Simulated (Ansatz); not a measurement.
TiRu:
Space group Pm-3m (No. 221); a = 3.046 Å, b = 3.046 Å, c = 3.046 Å, α = 90.00°, β = 90.00°, γ = 90.00°

```csv
atom,site,symmetry,x,y,z
Ti,1b,m-3m,0.5000,0.5000,0.5000
Ru,1a,m-3m,0.0000,0.0000,0.0000
```

Relaxed with PBEsol.

Task: Which orbitals make up the states near the Fermi level in PBEsol in the plane-wave PAW code Ansatz?

Result: Within 0.5 eV of the Fermi level: Ti 3d 54 %, Ru 4d 26 %, Ti 4s 6 %, outside the projected shells 10 %. Projections are on Löwdin-orthogonalised atomic valence shells; empty p or d shells of many metals are not among them.

Task: Tabulate the density of states.

Result: States/eV per cell of 2 atoms, in 0.25 eV bins, energy from the Fermi level.

```csv
E (eV),total,Ru 4d,Ti 3d,Ti 4s
-7.50,0.00,0.00,0.00,0.00
-7.25,0.03,0.00,0.00,0.01
-7.00,0.08,0.00,0.00,0.04
-6.75,0.11,0.00,0.00,0.05
-6.50,0.14,0.00,0.00,0.06
-6.25,0.17,0.00,0.00,0.08
-6.00,0.20,0.01,0.00,0.09
-5.75,0.25,0.01,0.01,0.10
-5.50,0.30,0.03,0.01,0.12
-5.25,0.39,0.06,0.02,0.14
-5.00,1.16,0.51,0.19,0.21
-4.75,2.28,1.15,0.47,0.27
-4.50,2.72,1.52,0.54,0.24
-4.25,3.09,1.95,0.64,0.24
-4.00,2.82,1.92,0.59,0.18
-3.75,2.02,1.30,0.50,0.11
-3.50,2.97,2.08,0.63,0.12
-3.25,3.23,2.40,0.68,0.04
-3.00,3.41,2.49,0.80,0.01
-2.75,2.58,1.82,0.66,0.01
-2.50,2.66,1.90,0.61,0.02
-2.25,2.74,1.94,0.61,0.03
-2.00,3.53,2.47,0.74,0.08
-1.75,3.00,1.98,0.71,0.11
-1.50,2.11,1.11,0.66,0.15
-1.25,2.25,1.25,0.65,0.15
-1.00,1.70,0.83,0.56,0.14
-0.75,0.77,0.24,0.31,0.09
-0.50,0.58,0.16,0.25,0.06
-0.25,0.51,0.13,0.24,0.05
0.00,0.51,0.14,0.27,0.03
0.25,0.55,0.14,0.33,0.02
0.50,0.80,0.26,0.48,0.01
0.75,2.99,1.05,1.81,0.04
1.00,5.25,1.81,3.19,0.08
1.25,4.38,1.16,3.03,0.04
1.50,4.01,1.04,2.75,0.02
1.75,4.04,1.01,2.78,0.02
2.00,2.83,0.66,1.82,0.02
2.25,1.64,0.29,1.16,0.02
2.50,1.68,0.28,1.30,0.02
2.75,3.43,0.50,2.81,0.04
3.00,2.80,0.45,2.21,0.04
3.25,1.74,0.40,1.21,0.04
3.50,0.88,0.21,0.55,0.03
3.75,0.72,0.11,0.39,0.12
4.00,0.82,0.09,0.39,0.17
4.25,0.72,0.08,0.29,0.15
4.50,0.67,0.07,0.24,0.13
4.75,0.64,0.06,0.20,0.13
```

The workflow started from an entry of the Crystallography Open Database (COD). Its standing as an ambient phase is unchecked. Symmetry was held in the PBEsol relaxation; whether a distortion lowers the energy is not shown. The run is not spin-polarised. Spin–orbit coupling is left out wherever it is not named.

Potentials: the later of the program's two PAW sets.
